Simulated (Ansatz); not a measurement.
AlP (zinc blende, F-43m) at seven volumes, plane-wave PAW PBE (Ansatz code), scaled uniformly. One row is withheld.

```tsv
V (Å³/atom)	P (GPa)
19.005	?
19.632	5.81
20.258	2.68
20.885	0.00
21.512	-2.30
22.138	-4.26
22.765	-5.94
```

Fit the shown pressures and predict the withheld one.

P = (3/2)B₀(x^(7/2) − x^(5/2))[1 + (3/4)(B′ − 4)(x − 1)] with x = (V₀/V)^(2/3). Least squares on the six rows gives V₀ = 20.884 Å³/atom, B₀ = 82.5 GPa, B′ = 4.19. At V = 19.005, x = 1.0649 and P = 9.48 GPa. The run itself gave 9.47 GPa.

The cell was relaxed with PBE under the symmetry of its start.

Potentials: the later of the program's two PAW sets.
